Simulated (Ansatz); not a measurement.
SiO$_{2}$:
```yaml
crystal:
  lattice:
    - [5.03533, 0.00000, 0.00000]
    - [-2.51767, 4.36073, 0.00000]
    - [0.00000, 0.00000, 8.56589]
  atoms:
    - { symbol: Si, position: [0.66667, 0.33333, 0.93705] }
    - { symbol: Si, position: [0.33333, 0.66667, 0.43705] }
    - { symbol: Si, position: [0.66667, 0.33333, 0.56295] }
    - { symbol: Si, position: [0.33333, 0.66667, 0.06295] }
    - { symbol: O, position: [0.00000, 0.41304, 0.00000] }
    - { symbol: O, position: [0.58696, 0.00000, 0.50000] }
    - { symbol: O, position: [0.58696, 0.58696, 0.00000] }
    - { symbol: O, position: [0.00000, 0.58696, 0.50000] }
    - { symbol: O, position: [0.41304, 0.00000, 0.00000] }
    - { symbol: O, position: [0.41304, 0.41304, 0.50000] }
    - { symbol: O, position: [0.66667, 0.33333, 0.75000] }
    - { symbol: O, position: [0.33333, 0.66667, 0.25000] }
```

Relaxed with r²SCAN.

### Question
Tabulate the valence density and the electron localisation function along the shortest Si–O contact (1.60 Å), DFT-r²SCAN in the program Ansatz with PAW potentials.

### Answer


| distance from Si (Å) | density (e/Å³) | ELF |
|---|---|---|
| 0.16 | 0.12 | 0.32 |
| 0.24 | 0.15 | 0.22 |
| 0.32 | 0.20 | 0.19 |
| 0.40 | 0.29 | 0.24 |
| 0.48 | 0.40 | 0.36 |
| 0.56 | 0.56 | 0.53 |
| 0.64 | 0.75 | 0.68 |
| 0.72 | 0.98 | 0.78 |
| 0.80 | 1.26 | 0.83 |
| 0.88 | 1.61 | 0.85 |
| 0.96 | 2.08 | 0.85 |
| 1.04 | 2.71 | 0.83 |
| 1.12 | 3.54 | 0.79 |
| 1.20 | 4.56 | 0.71 |
| 1.28 | 5.70 | 0.60 |
| 1.36 | 6.85 | 0.46 |
| 1.44 | 7.85 | 0.32 |

The density is the valence pseudo-density with augmentation charge, so density and ELF within about 1 Å of a nucleus are not all-electron values.

Space group P6_322. The first step of the workflow began from a Materials Project structure, measured or hypothetical; the Crystallography Open Database copy checked does not list it. It is not the phase usual at ambient conditions (space group No. 92, 152, 154). The r²SCAN relaxation kept the symmetry of its start. At this level the phase is dynamically unstable (imaginary phonons).

Potentials: the earlier of the program's two PAW sets.
